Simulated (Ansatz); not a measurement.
## Calculated quadrupolar parameters for CdSe

The cell is a COD entry (the entry's cell lengths or inner coordinates differ somewhat from later room-temperature determinations), atoms as given.

```xyz
4
Lattice="4.3000 0.0000 0.0000 -2.1500 3.7239 0.0000 0.0000 0.0000 7.0200" Properties=species:S:1:pos:R:3 pbc="T T T"
Cd    0.0000    2.4826    0.0000
Cd    2.1500    1.2413    3.5100
Se    0.0000    2.4826    2.7027
Se    2.1500    1.2413    6.2127
```

Sites (sets of like atoms) are named by element and the number of their first atom in this list.

Level of theory: DFT, PBE, plane waves and PAW, scalar-relativistic, 420 eV cutoff, Γ-centred 8×8×4 k-points, Fermi–Dirac smearing 0.02 eV (Ansatz 0.2.0).

V_zz is the principal component of the electric field gradient with the largest magnitude, η = (V_xx − V_yy)/V_zz and C_Q = eQV_zz/h.

```
site  atoms (order as listed)          first shell  V_zz (10²¹ V/m²)     η  C_Q (MHz)
  Cd                     1, 2  4 Se at 2.61–2.70 Å              3.00  0.00          –
  Se                     3, 4  4 Cd at 2.61–2.70 Å             -1.63  0.00          –
```

An axis of threefold or higher order runs through Cd and Se, so V_zz lies along it and η is zero.

Cd, Se have no stable isotope with a ground-state quadrupole moment in the table, so no C_Q is given.

The largest force is 0.3 eV/Å, so the atoms aren't at the calculated equilibrium and relaxing them would move these values. Without spin–orbit coupling (the program notes it for Cd) the gradients can shift somewhat, as the gap is small.
